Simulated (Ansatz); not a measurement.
# Phonons of W₂B

Method: PBEsol, scalar-relativistic; no spin polarisation; PAW, 420 eV, Gaussian smearing of 0.15 eV; code Ansatz. The datasets are Ansatz's generated set soft_2.

```
CELL_PARAMETERS angstrom
-2.76973 2.76973 2.37355
2.76973 -2.76973 2.37355
2.76973 2.76973 -2.37355
ATOMIC_POSITIONS crystal
B 0.25000 0.25000 0.00000
B 0.75000 0.75000 0.00000
W 0.67034 0.17034 0.84068
W 0.17034 0.32966 0.50000
W 0.32966 0.82966 0.15932
W 0.82966 0.67034 0.50000
```

The chain of runs began from a cell as deposited in COD, expanded in volume.

Force constants come from finite displacements in a 2×2×2 supercell (the unit cell's 10×10×10 k-mesh, folded to it); the long-range dipole term is not included. Points in reciprocal vectors of this cell: Γ = (0.000, 0.000, 0.000), X = (0.000, 0.000, 0.500), M = (-0.500, 0.500, 0.500), Z = (0.434, 0.434, -0.434), Z0 = (-0.434, 0.566, 0.434), P = (0.250, 0.250, 0.250), N = (0.000, 0.500, 0.000).

Q: Is the structure dynamically stable along this path, and where does the spectrum end?

A: No: a branch is imaginary, down to 63i cm⁻¹ at Γ. The highest frequency is 583 cm⁻¹, at Γ. Points that don't fit the supercell are interpolated.

Frequencies at the named points (cm⁻¹, imaginary ones negative):
| point | ω (cm⁻¹) |
| --- | --- |
| Γ | -63 0 0 0 166 166 175 179 185 185 191 199 370 412 563 563 583 583 |
| X | 98 116 120 120 121 124 143 176 176 181 193 193 359 426 550 562 571 574 |
| M | 117 117 136 137 137 153 153 154 185 190 191 211 352 437 563 563 567 567 |
| Z | 119 119 137 137 138 156 156 156 173 188 201 207 358 436 562 562 567 567 |
| Z0 | 119 119 137 137 138 156 156 156 173 188 201 207 358 436 562 562 567 567 |
| P | 120 120 121 121 135 135 146 146 192 192 199 199 403 403 556 556 563 563 |
| N | 105 105 132 132 148 148 150 150 177 177 205 205 402 402 560 560 565 565 |

The compound is known in this structure, so the unstable mode may be the calculation's: soft modes are sensitive to the volume, the k-mesh, the supercell and spin–orbit coupling, and real crystals can be held by temperature.

The crystal is a metal or nearly so; low and unstable modes depend on mesh and smearing.

It ran for 22 min on 4 threads of Arm Neoverse V2, on a shared host, peak memory 5.9 GiB.

Spin–orbit coupling, which matters for such heavy elements, is left out.
